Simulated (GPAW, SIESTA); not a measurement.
Given: the input of a run of GPAW 26.7.0 (ASE script) on TePb3. The cell comes from a database or a generator and needn't be the stable form of this composition.

The input run.py:

```python
from ase import Atoms
from ase.dft.bandgap import bandgap
from ase.io import write
from ase.units import Bohr, GPa
from gpaw import GPAW, PW, setup_paths
from gpaw.elf import elf_from_dft_calculation

setup_paths.insert(0, '.')

atoms = Atoms(['Pb', 'Pb', 'Pb', 'Pb', 'Pb', 'Pb', 'Te', 'Te'],
              cell=[[7.0673074525, 0.0, 0.0],
                    [-3.5336537263, 6.1204677902, 0.0],
                    [0.0, 0.0, 5.963237]],
              scaled_positions=[[0.167411505, 0.33482301, 0.25],
                                [0.167411505, 0.832588495, 0.25],
                                [0.66517699, 0.832588495, 0.25],
                                [0.832588495, 0.66517699, 0.75],
                                [0.832588495, 0.167411505, 0.75],
                                [0.33482301, 0.167411505, 0.75],
                                [0.3333333333, 0.6666666667, 0.75],
                                [0.6666666667, 0.3333333333, 0.25]],
              pbc=True)

calc = GPAW(mode=PW(600),
            xc='PBEsol',
            kpts={'size': (5, 5, 5), 'gamma': True},
            occupations={'name': 'fermi-dirac', 'width': 0.05},
            nbands=72,
            convergence={'density': 1e-05, 'energy': 1e-05},
            maxiter=150,
            txt='gpaw.txt')
atoms.calc = calc
energy = atoms.get_potential_energy()
forces = atoms.get_forces()
stress = atoms.get_stress()
calc.write('gs.gpw')
write('result.traj', atoms)
print(f'Energy: {energy:.6f} eV')
print('Forces (eV/A):')
print(forces.round(4))
print('Stress (GPa):', (stress / GPa).round(3))
print('Fermi level:', round(calc.get_fermi_level(), 4), 'eV')
print(f'Gap: {bandgap(calc)[0]:.4f} eV, direct: {bandgap(calc, direct=True)[0]:.4f} eV')

# fields on the real-space grid
write('density.cube', atoms, data=calc.get_pseudo_density() * Bohr**3)
write('potential.cube', atoms, data=calc.get_electrostatic_potential())
write('elf.cube', atoms, data=elf_from_dft_calculation(calc).data)
```

Potentials or basis: PAW data sets generated in the run's folder for this functional, pw.

Command:

```bash
$ gpaw-setup -f PBEsol Pb Te
$ OMP_NUM_THREADS=1 python run.py
```

**Question.** What does the same run look like in SIESTA 5.4.2? Potentials or basis there: files PseudoDojo sr-pbesol-0.4.1-standard, DZP (energy shift 0.003 Ry; two zetas on semicore shells).

**Answer.** As run (cutoffs and basis follow the program's own potentials, and thresholds, step limits or extra output files can differ):

TePb3.fdf

```
SystemName                      TePb3
SystemLabel                     TePb3
NumberOfSpecies                 2
NumberOfAtoms                   8
%block ChemicalSpeciesLabel
  1  82 Pb
  2  52 Te
%endblock ChemicalSpeciesLabel

LatticeConstant                 1.0 Ang
%block LatticeVectors
     7.0673074525     0.0000000000     0.0000000000
    -3.5336537263     6.1204677902     0.0000000000
     0.0000000000     0.0000000000     5.9632370000
%endblock LatticeVectors
AtomicCoordinatesFormat         Fractional
%block AtomicCoordinatesAndAtomicSpecies
     0.1674115050     0.3348230100     0.2500000000  1  Pb
     0.1674115050     0.8325884950     0.2500000000  1  Pb
     0.6651769900     0.8325884950     0.2500000000  1  Pb
     0.8325884950     0.6651769900     0.7500000000  1  Pb
     0.8325884950     0.1674115050     0.7500000000  1  Pb
     0.3348230100     0.1674115050     0.7500000000  1  Pb
     0.3333333333     0.6666666667     0.7500000000  2  Te
     0.6666666667     0.3333333333     0.2500000000  2  Te
%endblock AtomicCoordinatesAndAtomicSpecies

%block kgrid.MonkhorstPack
    5   0   0  0.0
    0   5   0  0.0
    0   0   5  0.0
%endblock kgrid.MonkhorstPack
XC.Functional                   GGA
XC.Authors                      PBEsol
PAO.BasisSize                   DZP
PAO.EnergyShift                 0.003 Ry
Mesh.Cutoff                     500 Ry
OccupationFunction              FD
ElectronicTemperature           0.05 eV
MaxSCFIterations                120
SCF.MustConverge                false
SCF.Mixer.Method                Pulay
SCF.Mixer.Weight                0.25
SCF.Mixer.History               8
SCF.DM.Tolerance                5.0e-05
SCF.H.Tolerance                 1.0e-03 eV
WriteForces                     true
Charge.Mulliken                 end
%block PAO.Basis
  Pb 4
  n=6 0 2
    6.155 0.000
  n=6 1 2
    8.826 0.000
  n=5 2 2
    4.164 0.000
  n=6 2 1
    8.826
  Te 4
  n=5 0 2
    5.613 0.000
  n=5 1 2
    7.253 0.000
  n=4 2 2
    3.260 0.000
  n=5 2 1
    7.253
%endblock PAO.Basis
```

Potentials or basis: PseudoDojo 0.4 standard (PBEsol files), converted to PSML, two zetas on semicore shells, DZP (energy shift 0.003 Ry; two zetas on semicore shells).

Launch:

```sh
$ siesta TePb3.fdf > TePb3.out 2>&1
```

Both were run:

|  | GPAW | SIESTA |
| --- | --- | --- |
| Pressure | -3.5 GPa | -2.7 GPa |

The potentials hold 96 and 116 valence electrons a cell.

Pressure is positive in compression.
